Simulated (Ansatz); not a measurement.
AlAs:
```
CELL_PARAMETERS angstrom
      0.00000     2.83731     2.83731
      2.83731     0.00000     2.83731
      2.83731     2.83731     0.00000
ATOMIC_POSITIONS crystal
  Al 0.00000 0.00000 0.00000
  As 0.25000 0.25000 0.25000
```

x, y and z are the axes in which the lattice vectors are written.

**Question.** Give the high-frequency dielectric tensor and the Born effective charge tensors of the independent atoms from DFPT, DFT-PBEsol in the program Ansatz with PAW potentials.

**Answer.** 
ε∞:
```
9.51  0.00  0.00
0.00  9.51  0.00
0.00  0.00  9.51
```
Z* of atom 1 (Al), rows: field, columns: displacement, in e:
```
2.16  0.00  0.00
0.00  2.16  0.00
0.00  0.00  2.16
```
Z* of atom 2 (As), rows: field, columns: displacement, in e:
```
-2.16   0.00   0.00
 0.00  -2.16   0.00
 0.00   0.00  -2.16
```

Space group F-43m (zinc blende). Symmetry was held in the PBEsol relaxation. Spin–orbit coupling is left out wherever it is not named.

Potentials: the earlier of the program's two PAW sets. The files were generated under PBE; for other functionals the program regenerates the frozen cores, and for LDA and PBEsol the local potential too.
